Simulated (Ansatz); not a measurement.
System: Ge (diamond type), 2 atoms in the cell.

All numbers below come from r²SCAN, plane waves, PAW datasets (generated soft set 1) (Ansatz).

Cutoff 500 eV; k-mesh 6×6×6 Γ-centred; Fermi–Dirac smearing of 0.02 eV; no spin polarisation.

```yaml
crystal:
  lattice:
    - [0.00000, 2.88000, 2.88000]
    - [2.88000, 0.00000, 2.88000]
    - [2.88000, 2.88000, 0.00000]
  atoms:
    - { symbol: Ge, position: [0.00000, 0.00000, 0.00000] }
    - { symbol: Ge, position: [0.25000, 0.25000, 0.25000] }
```
Lattice in Å, positions in fractions of it.

Task: Is the cell under compression or tension, and by how much?

Result: The pressure is -2.78 GPa, so at these settings the cell is stretched and would shrink.

The stress includes the program's correction for the finite plane-wave basis.

The k-mesh is modest, so these values aren't fully converged in k.
